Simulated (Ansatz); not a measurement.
MgS (wurtzite, P6_3mc), the program Ansatz at the PBEsol level (PAW). The conduction-band minimum lies at Γ, with 1 equivalent valley. Second derivatives d²E/dk² of the lowest band at one valley (eV·Å²), along Cartesian directions:

```tsv
direction	d²E/dk²
[100]	29.79
[010]	29.79
[001]	30.96
[110]	29.79
[101]	30.38
[011]	30.38
```

Question: Find the principal effective masses, the density-of-states mass and the conductivity mass.

Answer: Off-diagonal terms follow from H_xy = H[110] − (H_xx + H_yy)/2, and m*/mₑ = 7.620 eV·Å² over each eigenvalue: 0.25, 0.26, 0.26. One valley's DOS mass (m₁m₂m₃)^(1/3) = 0.25, conductivity mass 3/(Σ 1/mᵢ) = 0.25 mₑ.

Question: What effective density of states Nc follows at 300 K for parabolic valleys?

Answer: Nc = 2.509e19 × 1 × (0.25)^(3/2) ≈ 3.1e18 cm⁻³.

Question: With the computed static dielectric constant 6.78 (mean of the diagonal), estimate a hydrogenic donor's binding energy and radius.

Answer: E = 13.606 eV × 0.25/6.78² ≈ 74 meV; a = 0.529 Å × ε/m* ≈ 14 Å. Semilocal masses tend to be too small where the gap is.

The workflow started from a Materials Project entry (that database holds measured and hypothetical structures alike); the Crystallography Open Database copy checked does not list it. COD files the formula under space group No. 225, so this cell is another polymorph or a model. Its standing as an ambient phase is unchecked. The PBEsol relaxation kept the symmetry of its start; phonons on a q-mesh show no instability.

Potentials: the later of the program's two PAW sets.
